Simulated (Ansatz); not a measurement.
**Bi4Te3 — field gradients at the nuclei**

The cell is a structure deposited in the COD, ions relaxed with PBE at fixed cell.

```cif
data_Bi4Te3
_symmetry_space_group_name_H-M 'R-3m:H'
_symmetry_Int_Tables_number 166
_cell_length_a 4.4510
_cell_length_b 4.4510
_cell_length_c 41.8880
_cell_angle_alpha 90.000
_cell_angle_beta 90.000
_cell_angle_gamma 120.000
loop_
_atom_site_label
_atom_site_type_symbol
_atom_site_symmetry_multiplicity
_atom_site_Wyckoff_symbol
_atom_site_fract_x
_atom_site_fract_y
_atom_site_fract_z
Bi1 Bi 6 c 0.0000 0.0000 0.7142
Bi3 Bi 6 c 0.0000 0.0000 0.1467
Te5 Te 3 a 0.0000 0.0000 0.0000
Te6 Te 6 c 0.0000 0.0000 0.4219
```

One atom of each set is listed; the run and its k-mesh use a cell of 7 atoms with edges of 14.20, 14.20, 14.20 Å.

The numbers come from a DFT calculation in Ansatz (PBE, plane waves and PAW, scalar-relativistic, 420 eV cutoff, Γ-centred 12×12×12 k-points, Fermi–Dirac smearing 0.05 eV).

Conventions: |V_zz| ≥ |V_yy| ≥ |V_xx|, η = (V_xx − V_yy)/V_zz, C_Q = eQV_zz/h. ν_Q = 3|C_Q|/[2I(2I − 1)].

209Bi: I = 9/2, Q = -516.0 mb. Nuclear quadrupole moments: year-2017 set (Pyykkö).

```tsv
site	atoms	first shell	C_Q (MHz)	η	ν_Q (MHz)
Bi1	2	6 Te at 3.09–3.25 Å	-15.1	0.00	0.630
Bi3	2	3 Bi at 3.07 Å, 3 Te at 3.54 Å	-70.0	0.00	2.92
```

An axis of threefold or higher order runs through Bi1 and Bi3, so V_zz lies along it and η is zero.

Te has no stable isotope with a ground-state quadrupole moment in the table, so these sites are left out.

Spin–orbit coupling is left out, which shifts gradients on Bi by a few per cent in wide-gap crystals, and can shift them far more where the calculated gap is small or absent, as here. Newer work puts Q(²⁰⁹Bi) near −420 mb, which would lower these couplings by about a fifth. With a gap of 0.17 eV under a smearing of 0.05 eV the band edges are partly filled, so small gradients can hang on the smearing and the k-mesh.

The relaxation (5 steps) took 9.2 min of wall time (8.8 min of CPU time) and 2.4 GiB at its peak, on 1 thread of Intel Xeon Platinum 8259CL CPU @ 2.50GHz (Skylake/Cascade Lake) (x86_64; 16 cores open to the job, memory cap 3.0 GiB, no GPU), a shared host with a load of 0.4 a core.
